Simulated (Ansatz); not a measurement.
**MgRh, first-principles data**

MgRh:
```
CELL_PARAMETERS angstrom
      3.09069     0.00000     0.00000
      0.00000     3.09069     0.00000
      0.00000     0.00000     3.09069
ATOMIC_POSITIONS crystal
  Rh 0.50000 0.50000 0.50000
  Mg 0.00000 0.00000 0.00000
```

Space group Pm-3m (No. 221), CsCl type; conventional cell a = 3.091 Å, b = 3.091 Å, c = 3.091 Å, α = 90.00°, β = 90.00°, γ = 90.00°.

Method: the program Ansatz at the r²SCAN level (PAW). Structure relaxed to zero pressure with the same functional. Other levels are named where they apply.

**Cell and energy**

| Quantity | Value |
|---|---|
| Volume per atom | 14.76 Å³ |
| Density | 7.15 g/cm³ |
| Formation energy from the elements (no fitted shifts) | -0.47 eV/atom |

**Electronic structure**

| Quantity | Value |
|---|---|
| Electronic character | metallic (no gap) |
| Density of states at the Fermi level | 0.45 states/eV per atom (mean over ±0.08 eV) |
| Gap with spin–orbit coupling | none (metallic) |

**Mechanics**

| Quantity | Result |
|---|---|
| Bulk modulus (Birch–Murnaghan fit) | 1280 kbar |
| Pressure derivative B′ | 4.5 |

**Charges**

| Property | Value |
|---|---|
| Bader charges | Rh -1.58, Mg +1.58 e |

The workflow started from an entry of the Crystallography Open Database (COD). Its standing as an ambient phase is unchecked. The cell was relaxed with r²SCAN under the symmetry of its start; its stability against distortions is not shown here. No spin polarisation was allowed. The references are the lowest solids computed at this level, not always the standard phases. Spin–orbit coupling is left out wherever it is not named.

Potentials: the later of the program's two PAW sets.
